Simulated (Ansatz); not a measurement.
# RuS₂: a ladder of calculations

Cell of run 1: a structure deposited in the COD, atoms as given.

Space group Pa-3 (No. 205); a = 5.5700 Å.

```csv
site,Wyckoff,site symmetry,x,y,z
Ru,4a,.-3.,0.0000,0.0000,0.0000
S,8c,.3.,0.6250,0.6250,0.6250
```

One atom of each set is listed.

Relaxed positions (PBE, cell held):

Ru (0.0000, 0.0000, 0.0000)
S (0.6132, 0.6132, 0.6132)

All runs are DFT with Ansatz 0.2.0 (plane waves and PAW, scalar-relativistic unless spin–orbit coupling is named, Γ-centred meshes, Fermi–Dirac smearing where given) in this cell. Start moments of run 1 as typed (μB): 2 on each Ru, none on the rest.

Run 1: PBE, parallel start moments, atoms as given; 420 eV, 6×6×6 k-points, smearing 0.05 eV.
Run 2: PBE, parallel start moments, atoms relaxed; 420 eV, 6×6×6 k-points, smearing 0.05 eV.
Run 3: r2SCAN, parallel start moments, at the relaxed atoms; 500 eV, 6×6×6 k-points, smearing 0.05 eV.

```json
{"run": "1", "Ru V_zz (η)": "-6.36 (0.00)", "S V_zz (η)": "11.77 (0.00)"}
```

The results of the other runs, out of order. V_zz in 10²¹ V/m².

```tsv
result	Ru V_zz (η)	S V_zz (η)
A	-4.61 (0.00)	15.55 (0.00)
B	-4.80 (0.00)	14.50 (0.00)
```

(1) Which result belongs to which run?

Answers

(1) A is run 3, B is run 2. Taken one at a time, the positions of the atoms (as given or relaxed) move the tensors on these sites by up to 2.73 (largest principal value of the change, on S), the functional (r2SCAN with its higher cutoff) by 1.05 (S).

Without spin–orbit coupling (the program notes it for Ru) the gradients can shift somewhat, as the gap is small. With these PAW files V_zz is typically within 2 to 3 % of all-electron values, but misses above 10 % occur on Ru. Semilocal functionals make gaps too small and can close them, so the real compound need not be a metal. In run 3 the program didn't check the stability of the electronic state in full, so a lower one may lie near. In run 1 there is no gap above 0.1 eV, so the gradients can move by 10 % or more with the k-mesh. In runs 1, 2, 3 the start moments die out. In run 1 the atoms aren't at the calculated equilibrium (largest force 1.2 eV/Å). The cell isn't the equilibrium one in runs 1, 2, 3 (calculated pressure 10, 8, 7 GPa), and the entry's cell may itself be off.
